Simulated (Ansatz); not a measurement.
GaN:
```
CELL_PARAMETERS angstrom
      3.17486     0.00000     0.00000
     -1.58743     2.74951     0.00000
      0.00000     0.00000     7.52337
ATOMIC_POSITIONS crystal
  Ga 0.66667 0.33333 0.25000
  Ga 0.33333 0.66667 0.75000
  N  0.00000 0.00000 0.75000
  N  0.00000 0.00000 0.25000
```

Plane-wave PAW r²SCAN+D4 (Ansatz code) gives a gap of 1.45 eV without spin–orbit coupling, maximum at K, minimum at Γ.

**Question.** What happens when spin–orbit coupling is switched on?

**Answer.** The gap hardly moves, to 1.45 eV; maximum at K, minimum at Γ.

**Question.** Give the electron effective mass with spin–orbit coupling.

**Answer.** 0.20, 0.20, 0.35 mₑ (principal values).

**Question.** Give the hole effective mass with spin–orbit coupling.

**Answer.** 1.1, 1.6, 1.6 mₑ (principal values).

Space group P6_3/mmc. The first step of the workflow began from a Materials Project structure, measured or hypothetical; the Crystallography Open Database copy checked does not list it. It is not the phase usual at ambient conditions (space group No. 186, 216). Symmetry was held in the r²SCAN+D4 relaxation; of distortions, only those at the zone centre were tested, and some modes there are weakly imaginary.

Potentials: the later of the program's two PAW sets.
